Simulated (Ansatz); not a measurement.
**Si: a jump of O**

Theory: Ansatz, DFT PBE, scalar-relativistic, plane waves, PAW. Run with 420 eV cutoff, 2×2×2 k-mesh, shifted by half a step, Gaussian smearing of 0.02 eV, no spin polarisation.

In a supercell of 32 host sites, interstitial O hops to an equivalent place, moving 0.68 Å between the relaxed ends. Climbing-image nudged elastic band at fixed cell with images 0 (start) to 2 (end), the path measured over all atoms, converged to 0.05 eV/Å; the order of the saddle wasn't checked, and the small cell leaves errors of about a tenth of an eV.

Command:

```bash
ansatz run input.yaml --threads 4 --pin off --max-ram 10240MiB --backend cpu --events-out ev --progress --plain --runs-dir out
```

Input:

```yaml
crystal:
  lattice:
    - [-5.4700937642, 5.4700937642, -5.4700937642]
    - [5.4700937642, -5.4700937642, -5.4700937642]
    - [-5.4700937642, -5.4700937642, 5.4700937642]
  atoms:
    - { symbol: Si, position: [0.4994632091, 0.0002101959, 0.2516313006] }
    - { symbol: Si, position: [0.2551902042, -0.0001298088, 0.4971651189] }
    - { symbol: Si, position: [0.0090253688, -0.000626238, 0.7364535108] }
    - { symbol: Si, position: [0.7505841711, 0.7463497022, 0.2551635431] }
    - { symbol: Si, position: [0.75564312, 0.0028145273, 0.0464000126] }
    - { symbol: Si, position: [0.4956958494, 0.745750403, 0.4933245761] }
    - { symbol: Si, position: [0.2493951037, 0.7498914866, 0.7505460055] }
    - { symbol: Si, position: [-0.0008053512, 0.4981401341, 0.2501612638] }
    - { symbol: Si, position: [-0.0003153384, 0.7505642063, 0.0011438762] }
    - { symbol: Si, position: [0.7502805575, 0.5019797119, 0.4994013946] }
    - { symbol: Si, position: [0.5002091398, 0.500150659, 0.7508890427] }
    - { symbol: Si, position: [0.2477561474, 0.2488042733, 0.2500345956] }
    - { symbol: Si, position: [0.2512429454, 0.5009970811, 0.0026841177] }
    - { symbol: Si, position: [0.0075178245, 0.2571330884, 0.5160595783] }
    - { symbol: Si, position: [0.7490250752, 0.2562672785, 0.7417205674] }
    - { symbol: Si, position: [0.4997908602, 0.2503905282, 0.0010057957] }
    - { symbol: Si, position: [0.7505771953, 0.2542026131, 0.4960196433] }
    - { symbol: Si, position: [0.500230847, 0.2498545257, 0.7499654044] }
    - { symbol: Si, position: [0.2477957105, 0.2488666034, -0.0015690653] }
    - { symbol: Si, position: [0.0075511143, 0.0002303675, 0.4921870603] }
    - { symbol: Si, position: [0.0090196007, 0.2595081422, 0.2733022714] }
    - { symbol: Si, position: [0.755675055, 0.0027765337, 0.7099154282] }
    - { symbol: Si, position: [0.4956245771, -0.0002199962, 0.003086753] }
    - { symbol: Si, position: [0.2493902692, 0.7493212665, 0.4995109099] }
    - { symbol: Si, position: [0.2511729339, 0.0001085134, 0.2492300279] }
    - { symbol: Si, position: [-0.0008035364, 0.7508885915, 0.7496724305] }
    - { symbol: Si, position: [0.7489921354, 0.7426467324, 0.0078305865] }
    - { symbol: Si, position: [0.4997777586, 0.4992452124, 0.4994418697] }
    - { symbol: Si, position: [0.4995094862, 0.7491839824, 0.2486023476] }
    - { symbol: Si, position: [0.2552046451, 0.505154691, 0.7587177081] }
    - { symbol: Si, position: [-0.0002915431, 0.4989792875, -0.000807714] }
    - { symbol: Si, position: [0.7502879184, 0.4982417757, 0.2514649424] }
    - { symbol: O, position: [-0.1989633001, 0.0258266594, -0.0990304674] }
basis:
  ecutwfc: 420
  xc_grid: 2
kpoints:
  mp_grid: { grid: [2, 2, 2], shift: [0.5, 0.5, 0.5] }
hamiltonian:
  xc: pbe
scf:
  occupations: { method: gaussian, width: 0.02 }
output:
  forces: true
neb:
  images: 1
  f_tol: 0.05
  max_iterations: 70
  order_check: false
  final_atoms:
    - { symbol: Si, position: [0.4928669116, 0.0003847362, 0.2589264899] }
    - { symbol: Si, position: [0.2490029189, 0.0002458643, 0.5016870366] }
    - { symbol: Si, position: [0.004249597, -5.45535e-05, 0.7475741731] }
    - { symbol: Si, position: [0.7497898041, 0.7492530132, 0.2514211047] }
    - { symbol: Si, position: [0.7471854727, 0.0028285927, 0.0435854853] }
    - { symbol: Si, position: [0.4937327215, 0.7427577968, 0.4854532889] }
    - { symbol: Si, position: [0.2518598659, 0.7510545146, 0.7520211297] }
    - { symbol: Si, position: [-0.0005642063, 0.4991204553, 0.2505796699] }
    - { symbol: Si, position: [0.0001085134, 0.7495036172, 0.000654519] }
    - { symbol: Si, position: [0.7501298088, 0.505320013, 0.4972949278] }
    - { symbol: Si, position: [0.4996094718, 0.4994003319, 0.7506152675] }
    - { symbol: Si, position: [0.249849341, 0.2500584809, 0.2507383837] }
    - { symbol: Si, position: [0.2480202881, 0.4983008456, -0.0025783174] }
    - { symbol: Si, position: [0.0036502978, 0.2542344689, 0.5088138409] }
    - { symbol: Si, position: [0.750626238, 0.2596516068, 0.7370797488] }
    - { symbol: Si, position: [0.5011957267, 0.2489518741, 0.0012303223] }
    - { symbol: Si, position: [0.7497696325, 0.2573207468, 0.4919566928] }
    - { symbol: Si, position: [0.5011333966, 0.2489291071, 0.7495643313] }
    - { symbol: Si, position: [0.2507547876, 0.2505325462, 0.0001966572] }
    - { symbol: Si, position: [0.0008160176, 0.0003255038, 0.4994183652] }
    - { symbol: Si, position: [0.0073532676, 0.256345403, 0.2651838541] }
    - { symbol: Si, position: [0.7472234663, 0.0028985213, 0.7071388946] }
    - { symbol: Si, position: [0.4904918578, -0.0004885415, 0.0137941291] }
    - { symbol: Si, position: [0.2510207125, 0.7507291694, 0.5002129985] }
    - { symbol: Si, position: [0.244845309, 4.99541e-05, 0.253563017] }
    - { symbol: Si, position: [0.0006787335, 0.7500690027, 0.7501896434] }
    - { symbol: Si, position: [0.7502199962, 0.7458445733, 0.0033067493] }
    - { symbol: Si, position: [0.5001454743, 0.5003763214, 0.5001108787] }
    - { symbol: Si, position: [0.4957973869, 0.7463745822, 0.2418170302] }
    - { symbol: Si, position: [0.2517582243, 0.5020461427, 0.7532231667] }
    - { symbol: Si, position: [-0.0008885915, 0.4983078721, -0.0012161611] }
    - { symbol: Si, position: [0.7498914866, 0.5010644204, 0.2491215144] }
    - { symbol: O, position: [-0.2758266594, 0.0252100405, -0.1248571268] }
```

Course of the band:

```
iteration largest band force (eV/Å) climbing image energies over image 0 (eV)
        1                      0.418               1           0.000 0.022 0.000
        2                      0.257               1           0.000 0.014 0.000
        3                      0.056               1           0.000 0.010 0.000
        4                      0.052               1           0.000 0.009 0.000
        5                      0.048               1           0.000 0.007 0.000
        6                      0.048               1           0.000 0.004 0.000
        7                      0.045               1           0.000 0.001 0.000
        8                      0.092               1           0.000 0.002 0.000
        9                      0.022               1           0.000 0.000 0.000
```

Final band:

| image | path (Å) | E − E(0) (eV) | O x (Å) | O y (Å) | O z (Å) | force on O (eV/Å) |
| --- | --- | --- | --- | --- | --- | --- |
| 0 | 0.00 | 0.000 | 1.771 | -0.688 | 0.405 | 0.00 |
| 1 | 0.44 | 0.000 | 2.053 | -0.979 | 0.393 | 0.03 |
| 2 | 0.89 | 0.000 | 2.330 | -0.964 | 0.688 | 0.00 |

Barrier 0.00 eV. Time: 110 s on 4 threads of Arm Neoverse V1, on a shared host, peak memory 1.6 GiB.